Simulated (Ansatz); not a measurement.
This cell of As (A7 type, space group R-3m) is off equilibrium:

```yaml
crystal:
  lattice:
    - [1.89173, 1.09219, 3.36977]
    - [-1.89173, 1.09219, 3.36977]
    - [0.00000, -2.18438, 3.36977]
  atoms:
    - { symbol: As, position: [0.23028, 0.23028, 0.23028] }
    - { symbol: As, position: [0.56323, 0.79871, 0.88491] }
```

Calculation: PBE-D3(BJ) (plane waves to 420 eV, PAW, scalar-relativistic; Ansatz, a first-principles code). k mesh 9×9×9 (Γ-centred), Fermi-Dirac smearing 0.05 eV. Energies are smeared free energies. Stress and pressure are positive under compression. With partly filled bands, energies and forces of such displacements shift with the k mesh and the smearing. As was relaxed with its symmetry unable to fall.

**Question.** Predict the force on every atom, in eV/Å.

**Answer.** 
```tsv
atom	Fx	Fy	Fz
As1	-2.641	-1.955	1.736
As2	2.641	1.955	-1.736
```

**Question.** Give the stress tensor in GPa and the pressure.

**Answer.** 
```
   11.6      6.7    -11.6
    6.7      5.8     -3.6
  -11.6     -3.6      5.9
```
The pressure, a third of the trace, is 7.8 GPa.

**Question.** In it atom 2 sits (-0.445, -0.445, -0.210) Å away from its relaxed site. What is its energy relative to the relaxed cell?

**Answer.** 708 meV/cell.

(For displaced atoms, the force is minus the slope of the energy, and its curvature is a force constant, which sets phonon frequencies.)
